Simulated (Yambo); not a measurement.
## How GW settings move the gap: GaAlP$_{2}$

G0W0@LDA for GaAlP₂ (space group P-4m2, No. 115) in Yambo. Reference settings: 4×4×4 Γ-centred k mesh, 147 bands and a 8 Ry block in the screening, 147 bands in G with the Bruneval-Gonze terminator, plasmon pole fitted at 27.2 eV. The LDA gap Γ → M on this mesh is 1.44 eV; G0W0 gaps are taken between the same points.

| change from the reference | G0W0 gap Γ → M (eV) | shift of the valence edge (eV) | rough Yambo cost |
|---|---|---|---|
| reference settings | 2.28 | -0.65 | 1 |
| 33 bands in W, 33 bands in G | 2.24 | -0.12 | about 1/6 |
| 80 bands in W, 80 bands in G | 2.25 | -0.52 | about 1/2 |
| wavefunctions cut at 10 Ry | 2.27 | -0.65 | about 1/2 |
| wavefunctions cut at 30 Ry | 2.29 | -0.65 | within a factor of two |
| 33 bands in W, 33 bands in G, 5 Ry block | 2.20 | -0.09 | about 1/9 |
| 52 bands in W, 52 bands in G, 2 Ry block | 1.93 | -0.07 | about 1/6 |
| 52 bands in W, 52 bands in G, 5 Ry block | 2.18 | -0.32 | about 1/5 |
| 80 bands in W, 80 bands in G, 2 Ry block | 1.89 | -0.14 | about 1/4 |
| 113 bands in W, 113 bands in G, 2 Ry block | 1.88 | -0.16 | about 1/3 |
| 6 Ry block | 2.19 | -0.55 | within a factor of two |
| 52 bands in W, 52 bands in G, 3 Ry block, no terminator | 1.93 | 0.05 | about 1/6 |
| 33 bands in W, 33 bands in G, no terminator | 2.11 | 0.26 | about 1/6 |
| 3 Ry block, no terminator | 1.89 | -0.18 | about 1/2 |
| no terminator | 2.24 | -0.56 | within a factor of two |

The reference isn't shown to be the converged limit. Costs are rough (shared machines), scaled to the same edge states, and given only for runs that recompute the screening.

Spin-orbit splittings are left out.

The standard potential for Ga keeps a d shell in the valence without the s and p states of that shell. In tests on such compounds this moved G0W0 gaps by up to about 0.9 eV, so absolute quasiparticle energies here are unreliable; differences between settings are what counts.

Geometry relaxed with LDA; primitive cell a = b = 3.828 Å, c = 5.399 Å, α = β = γ = 90.00°.

The structure is a Materials Project entry; no match was found in the copy of COD used, and its stability was not checked.

A shift is the quasiparticle energy of the state minus its LDA energy.
